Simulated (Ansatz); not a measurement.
Si:
```
CELL_PARAMETERS angstrom
     -3.32698     3.32698     1.92261
      3.32698    -3.32698     1.92261
      3.32698     3.32698    -1.92261
ATOMIC_POSITIONS crystal
  Si 0.17878 0.17878 0.35757
  Si 0.82122 0.82122 0.64243
  Si 0.17878 0.82122 0.00000
  Si 0.82122 0.17878 0.00000
```

Relaxed with r²SCAN. r²SCAN (plane waves, PAW; program Ansatz) gives a gap of 0.38 eV.

Q: What gap does HSE06 give on the same cell (Ansatz, PAW)?

A: 0.78 eV, 0.40 eV more. The hybrid was solved on a coarser mesh and at special points; its gap is the smallest among all of these.

```tsv
k	v1 r²SCAN	c1 r²SCAN	v1 HSE06	c1 HSE06
Γ	-0.60	1.56	-0.60	2.08
M	0.00	0.58	…	…
X	-1.72	1.88	-1.79	2.29
P	-2.16	0.47	…	…
Z	-1.53	2.54	…	…
N	-1.52	1.02	…	…
```

Q: Top valence (v1) and lowest conduction level (c1) in eV from each method's valence maximum (which need not be a listed point): supply the withheld HSE06 values.

A: 
- N, v1 HSE06: -1.57
- N, c1 HSE06: 1.41
- M, v1 HSE06: 0.00
- M, c1 HSE06: 0.95
- P, v1 HSE06: -2.22
- P, c1 HSE06: 0.81
- Z, v1 HSE06: -1.57
- Z, c1 HSE06: 3.01

Cost on shared cores: the r²SCAN run (SCF on a 8×8×8 mesh, then bands and DOS) about 80 core-seconds (a rough figure), the HSE06 run (SCF on 6×6×6, then a few points) roughly 6 core-minutes; the tasks are unlike.

Space group I4/mmm. The workflow started from a Materials Project entry (that database holds measured and hypothetical structures alike); the Crystallography Open Database copy checked does not list it. It is not the phase usual at ambient conditions (space group No. 227). Symmetry was held in the r²SCAN relaxation; phonons on a q-mesh show no instability.

Potentials: the later of the program's two PAW sets.
